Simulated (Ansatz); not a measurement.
**What DFT gives for ScRe2**

```xyz
12
Lattice="5.3059 0.0000 0.0000 -2.6529 4.5950 0.0000 0.0000 0.0000 8.6489" Properties=species:S:1:pos:R:3 pbc="T T T"
Re    0.0000    0.0000    0.0000
Re    0.0000    0.0000    4.3244
Sc   -0.0003    3.0635    0.5449
Sc    2.6527    1.5315    4.8693
Sc   -0.0003    3.0635    3.7796
Sc    2.6529    1.5320    8.1040
Re    2.6529    3.0603    2.1622
Re   -1.3238    3.8277    6.4867
Re    1.3291    0.7674    2.1622
Re    0.0000    1.5347    6.4867
Re    3.9768    0.7674    2.1622
Re    1.3238    3.8277    6.4867
```

Method: r2SCAN, no spin polarisation; PAW, plane waves to 500 eV, 7×7×4 Γ-centred mesh, fermi-dirac occupations (width 0.1 eV) (Ansatz 0.2.0), atoms fixed.

(1) Which element gives electrons and which takes them?

(2) What happens at the Fermi level?

(3) What do density and ELF say about some of the short contacts?

(4) Which atom feels the largest force, and which way?

Origin: a database entry at a rescaled volume. Caveats: atoms or cell far from equilibrium.

## Answers

(1) Bader charges in e: Sc +1.61, Re -0.82 to -0.76. In the mean Sc gives up most and Re takes most.

(2) It is a metal, with about 7.2 states/eV a cell as the mean within 0.25 eV of the Fermi level, mostly Re d (67 %) and Sc d (21 %).

(3) Re–Re at 2.65 Å: least valence density 0.51 e/Å³ and ELF 0.40 there. Sc–Re at 3.11 Å: least valence density 0.18 e/Å³ and ELF 0.15 there. Sc–Sc at 3.23 Å: least valence density 0.09 e/Å³ and ELF 0.08 there. Both are smooth PAW fields, read partly inside the augmentation spheres.

(4) The largest is on Re7 (and as large on other atoms): 1.50 eV/Å, components (0.00, -1.50, 0.00). It makes 30° with the line to a nearest neighbour, Re11 at 2.65 Å, pointing towards it.
